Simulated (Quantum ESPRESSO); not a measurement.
**KPt: changing the strain (εxx = s, εyy = s)**

```
Pt K
1.0
     3.00085    0.00000    0.00000
    -1.50042    2.59881    0.00000
     0.00000    0.00000    5.34558
Pt K
1 1
Direct
  0.66667 0.33333 0.00000
  0.00000 0.00000 0.50000
```

The cell comes from a database or a generator and needn't be the stable form of this composition.

Kept alike: task relaxation of the atoms; functional PBE; k mesh 10 × 10 × 5; occupations fermi-dirac, width 0.05 eV; no spin polarisation. Program: Quantum ESPRESSO, SSSP 1.3 efficiency PBE, cutoff 816 eV. The mesh is that of the run's cell of 2 atoms. No spin-orbit coupling.

```csv
s,free energy over the lowest row (meV/atom)
-0.04,36.75
-0.02,8.28
-0.01,?
0,0.00
0.01,1.89
0.02,7.08
0.04,25.51
```

The cell shown is the unstrained one; x, y and z are its Cartesian axes. For a metal such a mesh leaves the last digits unconverged.

Task: Fit the rows shown and predict the run at -0.01.

Result: A least-squares cubic through the rows shown is free energy = -92377 s³ + 19486.1 s² + 7.29 s - 0.061 (largest miss 0.061); at s = -0.01 it gives 1.91 meV/atom. The run gave: free energy over the lowest row 1.93 meV/atom.
